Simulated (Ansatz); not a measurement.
The relaxed structure here is a generated cell of ZrS2: the first start was made by placing the elements on the sites of a structure type, and the end was not matched to a known phase here, so it may be hypothetical. Known forms of ZrS2 include space group No. 164.

A structure of ZrS2 relaxed with PBEsol (plane waves to 420 eV, PAW, scalar-relativistic; Ansatz, a program for electronic structure); single points at other levels follow on the same geometry (Ansatz, PAW; HSE06 at 420 eV on a 6×6×6 k-mesh; no spin-orbit coupling). Space group I4₁/amd (No. 141).

```xyz
6
Lattice="-2.5225 2.5225 5.4197 2.5225 -2.5225 5.4197 2.5225 2.5225 -5.4197" Properties=species:S:1:pos:R:3 pbc="T T T"
S      0.0000     0.0000     2.5269
S      0.0000     2.5225     0.1829
S      0.0000     0.0000     8.3125
S      0.0000     2.5225     5.2368
Zr     0.0000     2.5225     2.7099
Zr     0.0000     0.0000     0.0000
```

```json
[
 {"level": "PBEsol", "gap (eV)": "0.15", "kind": "indirect", "conduction minimum": "Γ"},
 {"level": "HSE06", "gap (eV)": "(withheld)", "kind": "–", "conduction minimum": "(withheld)"}
]
```

Question: Complete the blanks.

Answer: 
- HSE06, gap (eV): 0.92
- HSE06, conduction minimum: Γ

HSE06 gaps come from a coarse mesh plus a few chosen points, so they may be too large. No spin polarisation in the result.

The run could not lose the symmetry of its start: the end is stationary, and may be a saddle point rather than a minimum.
